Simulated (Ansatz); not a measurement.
Si3N4:
```xyz
14
Lattice="0.0000 3.8456 3.8456 3.8456 0.0000 3.8456 3.8456 3.8456 0.0000" Properties=species:S:1:pos:R:3 pbc="T T T"
Si     4.8070     4.8070     4.8070
Si     4.8070     2.8842     2.8842
Si     2.8842     4.8070     2.8842
Si     2.8842     2.8842     4.8070
Si     1.9228     1.9228     1.9228
Si     0.0000     0.0000     0.0000
N      6.6727     6.6727     6.6727
N      6.6727     4.8641     4.8641
N      4.8641     6.6727     4.8641
N      4.8641     4.8641     6.6727
N      2.9413     2.9413     2.9413
N      2.9413     4.7499     4.7499
N      4.7499     2.9413     4.7499
N      4.7499     4.7499     2.9413
```

Relaxed with LDA. Special points in fractions of this cell's reciprocal vectors: Γ (0.000, 0.000, 0.000); X (0.500, 0.000, 0.500); U (0.625, 0.250, 0.625); K (0.375, 0.375, 0.750); L (0.500, 0.500, 0.500); W (0.500, 0.250, 0.750).

### Question
List the band energies nearest the valence-band maximum at these points for plane-wave PAW LDA (Ansatz code).

### Answer
In eV from the valence-band maximum; about four levels below and three above (degenerate sets whole), none deeper than 8.9 eV; points with the same levels are listed once.

| k | below | above |
|---|---|---|
| Γ | -0.19 -0.19 -0.19 -0.03 -0.03 -0.03 | 3.36 3.36 3.36 |
| X | -1.15 -1.15 -0.47 -0.47 | 6.68 6.68 6.97 6.97 |
| U | -1.49 -1.25 -1.05 -0.24 | 6.19 6.70 6.91 |
| L | -0.49 -0.49 -0.37 -0.37 | 4.95 5.73 5.73 |
| W | -1.08 -1.08 -0.80 -0.80 | 6.63 6.63 7.20 7.20 |

Space group Fd-3m. The LDA relaxation kept the symmetry of its start; phonons on a q-mesh show no instability.

Potentials: the later of the program's two PAW sets.
